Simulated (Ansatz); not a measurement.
The slice is one period of a {100} plane through atoms; its size isn't given.

All values below come from PBE (plane waves to 420 eV, PAW, scalar-relativistic; Ansatz, a program for electronic structure). Near the nuclei the fields are pseudised (PAW); where an atom keeps semicore shells as valence, they peak there.

```
|=+**+=:.     .:=+**+|
|+**+=-:..   ..:-=+**|
|**++=-::.....::-=++*|
|++==--::::-::::--==+|
|==---:--=====--:---=|
|-::::--=+***+=--::::|
|...::-=*##%##*=-::..|
|  ..:=+#%%@%%#+=:.. |
|   .:=*#%@@@%#*=:.  |
|   .-=*%@@@@@%*=-.  |
|   .:=*#%@@@%#*=:.  |
|  ..:=+#%%@%%#+=:.. |
|...::-=*##%##*=-::..|
|-::::--=+***+=--::::|
|==---:--=====--:---=|
|++==--::::-::::--==+|
|**++=-::.....::-=++*|
|+**+=-:..   ..:-=+**|
|=+**+=:.     .:=+**+|
|.=+*+=-.     .-=+*+=|
```
Scale: ten equal steps from -1.34 (start of ' ') to 0.92 (end of '@'), in the order ' .:-=+*#%@'. Values: log₁₀ of the valence density in e/Å³. The map has 20 points along u (one character each, u = 0 at the left) and 20 along v (v = 0 in the bottom row). The scale is logarithmic, as a density can span decades between atoms and voids.

```
|xxxxxx999999773311000000113377999999xxxx|
|xxxx8899998855221100000011225588999988xx|
|9999999999773311111111111111337799999999|
|9999999977442211222233222211224477999999|
|9999887744222222334444443322222244778899|
|7777553322222244555555555544222222335577|
|4433221111224455443333334455442211112233|
|111111112233554422xxxxxx2244553322111111|
|0000001122445533xxxxxxxxxx33554422110000|
|0000001133445533xxxxxxxxxx33554433110000|
|0000001122445533xxxxxxxxxx33554422110000|
|111111112233554422xxxxxx2244553322111111|
|4433221111224455443333334455442211112233|
|7777553322222244555555555544222222335577|
|9999887744222222334444443322222244778899|
|9999999977442211222233222211224477999999|
|9999999999773311111111111111337799999999|
|xxxx8899998855221100000011225588999988xx|
|xxxxxx999999773311000000113377999999xxxx|
|xxxxxx999999774411000000114477999999xxxx|
```
Scale: ten equal steps from 0.05 (start of '0') to 0.86 (end of '9'), in the order '0123456789'. Values: electron localisation function (ELF). The map has 20 points along u (two characters each, u = 0 at the left) and 20 along v (v = 0 in the bottom row). Points within 0.5 Å of a nucleus are blanked (x), as the pseudised field means little there.

Question: Which relaxed crystal do these maps come from?
A) TaC (rock salt)
B) PbS (rock salt)
C) ZrN (rock salt)

Answer: B, PbS (rock salt). Atoms on the slice: S at (0.00, 0.00); Pb at (0.50, 0.50)

All were relaxed with their symmetry unable to fall. Spin-orbit coupling is left out. TaC is run without spin polarisation. The PAW data are Ansatz's earlier set. ZrN is run without spin polarisation.
